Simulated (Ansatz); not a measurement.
InMo2N:
```xyz
8
Lattice="3.2211 0.0000 0.0000 -1.6105 2.7895 0.0000 0.0000 0.0000 13.3925" Properties=species:S:1:pos:R:3 pbc="T T T"
In     0.0000     1.8597    10.0444
In     1.6105     0.9298     3.3481
Mo     0.0000     1.8597     1.0003
Mo     1.6105     0.9298     7.6965
Mo     1.6105     0.9298    12.3922
Mo     0.0000     1.8597     5.6960
N      0.0000     0.0000     0.0000
N      0.0000     0.0000     6.6963
```

This is the PBE-relaxed structure.

All from plane-wave PAW PBE (Ansatz code), unless another level is named. Predict the electronic character.

metallic (no gap).

And the formation energy from the elements (no fitted shifts)?

-0.007 eV/atom.

What about the density of states at the Fermi level?

0.98 states/eV per atom (mean over ±0.08 eV).

And the gap with spin–orbit coupling?

none (metallic).

Space group P6_3/mmc. The start of the workflow was typed in or built on a structure type; neither database checked (COD, Materials Project) lists it. Whether it is the stable phase at ambient conditions was not checked. The cell was relaxed with PBE under the symmetry of its start; its stability against distortions is not shown here. The workflow began spin-polarised and lost its moments. The references are the lowest solids computed at this level, not always the standard phases (solids in place of the gases). Scalar-relativistic: spin–orbit coupling is off unless named, which matters more the heavier the elements.

Potentials: the earlier of the program's two PAW sets.
